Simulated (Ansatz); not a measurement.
A relaxed structure of BN is spoiled in several ways and relaxed again each time (noise and exchanges are one random draw each; pressure is positive under compression). Level of theory: PBE (plane waves to 420 eV, PAW, scalar-relativistic; Ansatz, a quantum-chemistry and plane-wave program).

Space group P6₃mc (No. 186); a = 2.5596 Å, b = 2.5596 Å, c = 12.5925 Å, α = 90.00°, β = 90.00°, γ = 120.00°

```
atom  site  symmetry       x       y       z
----  ----  --------  ------  ------  ------
B       2a       3m.  0.0000  0.0000  0.0001
B       2b       3m.  0.3333  0.6667  0.3327
B       2b       3m.  0.6667  0.3333  0.1666
N       2a       3m.  0.0000  0.0000  0.3744
N       2b       3m.  0.3333  0.6667  0.2081
N       2b       3m.  0.6667  0.3333  0.0419
```

```
change                                                                                                           first pressure (GPa)  first V (Å³/atom)  released (eV/atom)  moves                outcome  final group  E − E(parent) (eV/atom)
---------------------------------------------------------------------------------------------------------------  --------------------  -----------------  ------------------  -----  ---------------------  -----------  -----------------------
deformed by the Cartesian strain tensor (xx, yy, zz, yz, xz, xy) = (0.097, -0.009, 0.050, 0.079, 0.093, -0.002)                   [?]               6.70                 [?]      7                    [?]          [?]                      [?]
shaken by Gaussian noise of σ = 0.08 Å a coordinate                                                                              13.9               5.95                0.31      5  returns to the parent        P6₃mc                    0.000
```

**Question.** Some entries are withheld; supply them.

**Answer.** 
- deformed by the Cartesian strain tensor (xx, yy, zz, yz, xz, xy) = (0.097, -0.009, 0.050, 0.079, 0.093, -0.002), first pressure (GPa): -28.2
- deformed by the Cartesian strain tensor (xx, yy, zz, yz, xz, xy) = (0.097, -0.009, 0.050, 0.079, 0.093, -0.002), released (eV/atom): 0.47
- deformed by the Cartesian strain tensor (xx, yy, zz, yz, xz, xy) = (0.097, -0.009, 0.050, 0.079, 0.093, -0.002), outcome: returns to the parent
- deformed by the Cartesian strain tensor (xx, yy, zz, yz, xz, xy) = (0.097, -0.009, 0.050, 0.079, 0.093, -0.002), final group: P6₃mc
- deformed by the Cartesian strain tensor (xx, yy, zz, yz, xz, xy) = (0.097, -0.009, 0.050, 0.079, 0.093, -0.002), E − E(parent) (eV/atom): 0.000

First-step values come from each run's starting, coarser k-mesh (8×8×2). Each cell has its own k-point mesh; energy differences are given only to the digits this allows. No spin polarisation in the result.

The first start was generated by placing the elements on the sites of a structure type. A measured structure of BN has the same space group, P6₃mc (No. 186); the sites were not compared with it.
